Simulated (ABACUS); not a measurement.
A self-consistent single point of 2 x 2 x 1 supercell of TaNbAl6 (TaNbAl₆, 32 atoms in the cell; host: space group no. 123; from Materials Project mp-1217893).

```xyz
32
Lattice="7.6675 0.0000 0.0000 0.0000 7.6675 0.0000 0.0000 0.0000 8.5356" Properties=species:S:1:pos:R:3 pbc="T T T"
Ta     1.9169     1.9169     4.2678
Ta     1.9169     5.7506     4.2678
Ta     5.7506     1.9169     4.2678
Ta     5.7506     5.7506     4.2678
Al     1.9169     1.9169     0.0000
Al     1.9169     5.7506     0.0000
Al     5.7506     1.9169     0.0000
Al     5.7506     5.7506     0.0000
Al     0.0000     0.0000     4.2678
Al     0.0000     3.8337     4.2678
Al     3.8337     0.0000     4.2678
Al     3.8337     3.8337     4.2678
Al     0.0000     1.9169     2.1433
Al     0.0000     5.7506     2.1433
Al     3.8337     1.9169     2.1433
Al     3.8337     5.7506     2.1433
Al     0.0000     1.9169     6.3923
Al     0.0000     5.7506     6.3923
Al     3.8337     1.9169     6.3923
Al     3.8337     5.7506     6.3923
Al     1.9169     0.0000     2.1433
Al     1.9169     3.8337     2.1433
Al     5.7506     0.0000     2.1433
Al     5.7506     3.8337     2.1433
Al     1.9169     0.0000     6.3923
Al     1.9169     3.8337     6.3923
Al     5.7506     0.0000     6.3923
Al     5.7506     3.8337     6.3923
Nb     0.0000     0.0000     0.0000
Nb     0.0000     3.8337     0.0000
Nb     3.8337     0.0000     0.0000
Nb     3.8337     3.8337     0.0000
```

Method: ABACUS with PBEsol, numerical atomic orbitals DZP (confined pseudo-atomic orbitals with Gaussian additions; energy shift 0.01 Ry), PseudoDojo 0.4 standard norm-conserving PBEsol (tails mended) pseudopotentials.

ABACUS settings:

```
key                                                                      value
---------------  -------------------------------------------------------------
basis                      DZP numerical atomic orbitals, energy shift 0.01 Ry
KPT                                                          Gamma 3 3 3 0 0 0
basis_type                                                                lcao
ecutwfc                                                                 100 Ry
smearing_method                                                             fd
smearing_sigma                                                   0.00734986 Ry
potentials       PseudoDojo 0.4 standard norm-conserving PBEsol (tails mended)
symmetry                                                                     1
symmetry_prec                                                            1e-05
ks_solver                                                              genelpa
scf_nmax                                                                   100
scf_thr                                                                1.0e-07
mixing_type                                                            broyden
```

Results:

- Number of valence electrons: 176
- Number of bands: 106
- Number of k-points after the program's reduction: 6
- Size of the basis: 520
- Number of SCF iterations: 14
- Free energy E − TS: -15384.0279 eV
- Fermi level (on the code's own zero): 11.63 eV
- Pressure: -0.66 GPa
- Largest force (vector length): 0.059 eV/Å

Stress (GPa, positive for compression):
```
-0.75   0.00   0.00
 0.00  -0.75   0.00
 0.00   0.00  -0.49
```

The atom-centred basis is finite, which shifts total energies, pressures and forces against plane waves. The structure comes from a collection of computed structures, made at another level of theory; the collection holds predicted forms beside known ones. The cell is neutral and was run without spin polarisation; atoms start from ideal sites unless a change or a relaxation is shown. No clean gap shows at this smearing width and mesh (spacing up to 0.27 Å⁻¹); the mesh is coarse for partly filled bands, so the values carry mesh errors.

Cost on one core: very roughly 5 core-minutes.

The atomic orbitals were generated for these runs; they are not ABACUS's published sets and were checked against plane waves on a few crystals only.

“Tails mended”: in these copies of the files the far tail of each local potential was reset to the Coulomb form.
